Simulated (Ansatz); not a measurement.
# Two states of Ba3Cr2O8

```
CELL_PARAMETERS angstrom
5.92697 0.46277 0.14602
-0.20482 5.53164 -1.15108
0.73453 -0.87738 6.99965
ATOMIC_POSITIONS crystal
Ba 0.07705 0.78937 0.22428
Ba 0.32322 0.15020 0.73035
Ba 0.74711 0.38996 0.44212
Cr 0.60038 0.60291 0.09814
Cr 0.72847 0.95150 0.92820
O 0.14938 0.28142 0.12371
O 0.38531 0.68980 0.44222
O 0.46287 0.24824 0.12450
O 0.20505 0.59015 0.61533
O 0.63427 0.84980 0.41592
O 0.20922 0.36827 0.37389
O 0.50627 0.63822 0.81017
O 0.09345 0.80738 0.84953
```

Single point in Ansatz 0.2.0 with PBEsol, with U_eff = 1.5 eV on Cr d (atomic projectors). Cutoff 420 eV, PAW datasets, 3×4×3 (shifted by 0.5, 0, 0.5 steps) k mesh, fermi-dirac filling (width 0.1 eV).

State A: Cr4 up, Cr5 up, O6 down, O8 down (collinear spin). State B: Cr4 up, Cr5 down (collinear spin).

Problem. Compare the two self-consistent states.

Solution. State B is lower by 4.0 meV an atom at zero smearing. So small a gap isn't resolved on this mesh where a state is a metal.

| state | free energy (meV/atom) | largest moment in a small sphere (μB) | net moment (μB/cell) | gap on mesh (eV) | pressure (GPa) | largest force (eV/Å) |
| --- | --- | --- | --- | --- | --- | --- |
| A | 4.3 | 3.41 | 6.94 | metal | -3.3 | 6.00 |
| B | 0.0 | 3.36 | 0.53 | metal | -4.2 | 5.72 |

Origin: a disordered cell, so it need not be a known compound. Caveats: another magnetic order, which this cell may not hold, can open a gap; the k mesh is coarse if the cell is a metal; atoms or cell far from equilibrium.
